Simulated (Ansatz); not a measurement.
Si₂Mo:
```
CELL_PARAMETERS angstrom
     -1.60104     1.60104     3.90982
      1.60104    -1.60104     3.90982
      1.60104     1.60104    -3.90982
ATOMIC_POSITIONS crystal
  Si 0.66471 0.66471 0.00000
  Si 0.33529 0.33529 0.00000
  Mo 0.00000 0.00000 0.00000
```

Relaxed with r²SCAN. Special points in fractions of this cell's reciprocal vectors: Γ (0.000, 0.000, 0.000); X (0.000, 0.000, 0.500); P (0.250, 0.250, 0.250); N (0.000, 0.500, 0.000); M (0.500, 0.500, -0.500); S (0.292, 0.708, -0.292); S0 (-0.292, 0.292, 0.292); R (-0.084, 0.084, 0.500); G (0.500, 0.500, -0.084).

Task: List the band energies nearest the Fermi level at these points for r²SCAN with spin–orbit coupling (plane waves, PAW; program Ansatz).

Result: In eV from the Fermi level; about four levels below and three above (degenerate sets whole), none deeper than 8.9 eV; points with the same levels are listed once.

```
k                    below                above
-  -----------------------  -------------------
Γ  -2.84 -2.84 -2.78 -2.78  0.35 0.35 3.41 3.41
X  -3.25 -3.25 -1.41 -1.41  2.58 2.58 3.01 3.01
P  -2.30 -2.30 -2.22 -2.22  0.51 0.51 2.58 2.58
N  -2.66 -2.66 -0.56 -0.56  2.51 2.51 3.27 3.27
M  -0.57 -0.57 -0.51 -0.51  0.49 0.49 5.16 5.16
S  -2.40 -2.40 -0.45 -0.45  1.73 1.73 3.19 3.19
R  -3.11 -3.11 -1.98 -1.98  2.00 2.00 2.26 2.26
```

Space group I4/mmm (MoSi2 or CaC2 type). The cell was relaxed with r²SCAN under the symmetry of its start; of distortions, only those at the zone centre were tested. The run is not spin-polarised.

Potentials: the earlier of the program's two PAW sets.
